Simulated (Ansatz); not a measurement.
Relaxing a structure of MoS2

The start is a generated cell, MoS2 placed in the AFLOW prototype A2B_cP6_224_b_a (C3, as in Cu2O). The cell and all atomic positions are relaxed at zero pressure with PBE (plane waves to 420 eV, PAW, scalar-relativistic; Ansatz, a first-principles code). First-step values are on the input's coarse k-mesh.

Ansatz input (later rounds restart from its end on a renewed k-mesh):
Ansatz 0.2 input:
```yaml
crystal:
  lattice:
    - [4.7443433, 0, 0]
    - [0, 4.7443433, 0]
    - [0, 0, 4.7443433]
  atoms:
    - { symbol: S, position: [0.75, 0.75, 0.75] }
    - { symbol: S, position: [0.75, 0.25, 0.25] }
    - { symbol: S, position: [0.25, 0.75, 0.25] }
    - { symbol: S, position: [0.25, 0.25, 0.75] }
    - { symbol: Mo, position: [0, 0, 0] }
    - { symbol: Mo, position: [0.5, 0.5, 0.5] }
basis: { ecutwfc: 420, ecutrho_ratio: 4, xc_grid: 2, fft_grid_basis: typed }
kpoints: { mp_grid: { grid: [5, 5, 5] } }
hamiltonian:
  xc: pbe
  dispersion: none
  pseudopotentials: { azcp: { folder: ./paw }, kind: paw }
scf: { occupations: { method: fermi_dirac, width: 0.05 } }
relax: { f_tol: 0.01, max_steps: 100, cell: { stress_tol: 0.02 } }
output: { forces: true, stress: true }
```

Q: By how much does the energy per atom fall from start to end?

A: 0.56 eV/atom.

Q: How does the volume change?

A: +28.9 %, from 17.80 to 22.94 Å³/atom.

Q: How do the shortest distances between atoms change?

A: The closest pairs of elements (up to four, under 3.6 Å), start → end: Mo–S 2.05 → 2.24 Å; S–S 3.35 → 3.65 Å.

Q: What does it relax into? Give the structure.

A: 
Space group Pn-3m, origin choice 1 (No. 224); a = 5.163 Å, b = 5.163 Å, c = 5.163 Å, α = 90.00°, β = 90.00°, γ = 90.00°

```tsv
atom	site	symmetry	x	y	z
S	4c	.-3m	0.7500	0.7500	0.7500
Mo	2a	-43m	0.0000	0.0000	0.0000
```

The space group stays Pn-3m (No. 224) (the run could not lower it); the end is AFLOW prototype A2B_cP6_224_b_a (C3, as in Cu2O), with 6 atoms in the primitive cell. Final values are on a 9×9×9 k-mesh of the relaxed cell. No spin polarisation in the result.

The run could not lose the symmetry of its start: the end is stationary, and may be a saddle point rather than a minimum.

All atoms sit on sites fixed by symmetry, so only the cell could relax.

The relaxed structure here is a generated cell of MoS2: the first start was made by placing the elements on the sites of a structure type, and the end was not matched to a known phase here, so it may be hypothetical. Known forms of MoS2 include space group No. 160, 194.
